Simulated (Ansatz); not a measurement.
SiBiO₃:
```
CELL_PARAMETERS angstrom
      3.35937     0.00000     0.00000
      0.00000     3.35937     0.00000
      0.00000     0.00000     5.61316
ATOMIC_POSITIONS crystal
  Si 0.50000 0.50000 0.60769
  Bi 0.00000 0.00000 0.16328
  O  0.00000 0.50000 0.51143
  O  0.50000 0.00000 0.51143
  O  0.50000 0.50000 0.89636
```

Relaxed with r²SCAN. Special points in fractions of this cell's reciprocal vectors: Γ (0.000, 0.000, 0.000); X (0.000, 0.500, 0.000); M (0.500, 0.500, 0.000); Z (0.000, 0.000, 0.500); R (0.000, 0.500, 0.500); A (0.500, 0.500, 0.500).

Problem. List the band energies nearest the Fermi level at these points for the program Ansatz at the r²SCAN with spin–orbit coupling level (PAW).

Solution. In eV from the Fermi level; about four levels below and three above (degenerate sets whole), none deeper than 8.9 eV; points with the same levels are listed once.

| k | below | above |
|---|---|---|
| Γ | -2.28 -2.28 -2.22 -2.22 | 1.48 1.48 2.90 2.90 |
| X | -2.04 -2.04 -1.10 -1.10 | 3.23 3.23 5.54 5.54 |
| M | -3.60 -3.60 -0.61 -0.61 | 0.11 0.11 1.51 1.51 |
| Z | -2.23 -2.23 -2.19 -2.19 | 0.45 0.45 3.14 3.14 |
| R | -2.96 -2.96 -0.16 -0.16 | 3.37 3.37 5.40 5.40 |
| A | -0.98 -0.98 -0.61 -0.61 | 0.51 0.51 3.40 3.40 |

Space group P4mm. The start of the workflow was typed in or built on a structure type; neither database checked (COD, Materials Project) lists it. Whether it is the stable phase at ambient conditions was not checked. Symmetry was held in the r²SCAN relaxation; whether a distortion lowers the energy is not shown. The volume moved by 20 % from the start of the relaxation. With an odd number of electrons in the cell and no spin polarisation, the count alone makes it a metal.

Potentials: the earlier of the program's two PAW sets. The files were generated under PBE; for other functionals the program regenerates the frozen cores, and for LDA and PBEsol the local potential too.
